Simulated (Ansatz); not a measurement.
A geometry of Nb away from equilibrium: step 16 of the relaxation of a randomly generated symmetric cell of Nb (space group No. 39). Method: PBE (plane waves to 420 eV, PAW, scalar-relativistic; Ansatz, a program for electronic structure). Γ-centred k-mesh 9×7×7 on the run's cell (coarser than for final values), Fermi–Dirac smearing 0.05 eV.

```
CELL_PARAMETERS angstrom
      2.79276     0.00000     0.00000
      0.00000     4.47562     2.90721
      0.00000    -4.47562     2.90721
ATOMIC_POSITIONS crystal
  Nb 0.65501 0.40058 0.90058
  Nb 0.34499 0.90058 0.40058
  Nb 0.00000 0.90058 0.90058
  Nb 0.00000 0.40058 0.40058
```

Question: Which atoms carry the largest force, and which way does it point?

Answer: No atom: all forces are below 0.005 eV/Å; only the cell is out of equilibrium.

Question: What is the pressure?

Answer: +3.1 GPa, compression positive.

Question: How far above the relaxed end point is this geometry?

Answer: 0.06 eV/atom; the path ends in Cmme (No. 67).

No spin polarisation in the result.

The run could not lose the symmetry of its start, so the end can be a saddle point.

The end of the path is a generated cell of Nb: the first start was made by a random draw of sites in a space group, and the end was not matched to a known phase here, so it may be hypothetical. Known forms of Nb include space group No. 229.
